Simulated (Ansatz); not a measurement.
Values for one crystal, relaxed and computed with r²SCAN in the plane-wave PAW code Ansatz; other levels are named.

- Volume per atom = 30.89 Å³
- Electronic character = no gap, with almost no states at the Fermi level (zero-gap or semimetallic)
- Pressure derivative B′ = 4.3
- Bulk modulus (Birch–Murnaghan fit) = 43.0 GPa
- Formation energy from the elements (no fitted shifts) = -1.35 eV/atom
- Gap with spin–orbit coupling = none (metallic)
- Density of states at the Fermi level = 0.01 states/eV per atom (mean over ±0.08 eV)

Problem. Which compound is it?
(A) Ba3SiO, anti-perovskite
(B) Nb5Si3, P6_3/mcm (Nb on 6g, Si on 6g, Nb on 4d)
(C) YSi3Ir, I4mm (Y on 2a, Si on 2a, Si on 4b, Ir on 2a)
(D) BaGa2H2, P-3m1 (Ba on 1a, Ga on 2d, H on 2d)

Solution. A, Ba3SiO, anti-perovskite

Space group Pm-3m (anti-perovskite). The workflow started from a Materials Project entry (that database holds measured and hypothetical structures alike); the Crystallography Open Database copy checked does not list it. Its standing as an ambient phase is unchecked. The r²SCAN relaxation kept the symmetry of its start; whether a distortion lowers the energy is not shown. A small band overlap can be real or an error of a semilocal functional. The references are the lowest solids computed at this level, not always the standard phases (solids in place of the gases). Scalar-relativistic: spin–orbit coupling is off unless named, which matters more the heavier the elements.

Potentials: the later of the program's two PAW sets.
